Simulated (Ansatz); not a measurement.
GaAs:
```yaml
crystal:
  lattice:
    - [3.76794, 0.00000, 0.00000]
    - [-1.88397, 3.26313, 0.00000]
    - [0.00000, 0.00000, 6.44141]
  atoms:
    - { symbol: Ga, position: [0.00000, 0.00000, 0.00000] }
    - { symbol: Ga, position: [0.00000, 0.00000, 0.50000] }
    - { symbol: As, position: [0.33333, 0.66667, 0.25000] }
    - { symbol: As, position: [0.66667, 0.33333, 0.75000] }
```

Relaxed with PBE. Special points in fractions of this cell's reciprocal vectors: Γ (0.000, 0.000, 0.000); M (0.500, 0.000, 0.000); K (0.333, 0.333, 0.000); A (0.000, 0.000, 0.500); L (0.500, 0.000, 0.500); H (0.333, 0.333, 0.500).

**Question.** List the band energies nearest the Fermi level at these points for the program Ansatz at the PBE with spin–orbit coupling level (PAW).

**Answer.** In eV from the Fermi level; about four levels below and three above (degenerate sets whole), none deeper than 8.9 eV; points with the same levels are listed once.

```
k                    below                above
-  -----------------------  -------------------
Γ  -0.39 -0.39 -0.04 -0.04  0.08 0.08 0.33 0.33
M  -3.98 -3.98 -2.30 -2.30  0.21 0.21 1.17 1.17
K  -2.89 -2.89 -2.84 -2.84  5.03 5.03 6.05 6.05
A  -4.89 -4.89 -4.89 -4.89  0.14 0.14 0.14 0.14
L  -0.50 -0.50 -0.50 -0.50  3.57 3.57 3.57 3.57
H  -0.32 -0.32 -0.25 -0.25  0.56 0.56 0.61 0.61
```

Space group P6_3/mmc (NiAs type). The start of the workflow was typed in or built on a structure type; neither database checked (COD, Materials Project) lists it. It is not the phase usual at ambient conditions (space group No. 216). The cell keeps a stress of up to 0.2 GPa. The PBE relaxation kept the symmetry of its start; whether a distortion lowers the energy is not shown.

Potentials: the later of the program's two PAW sets.
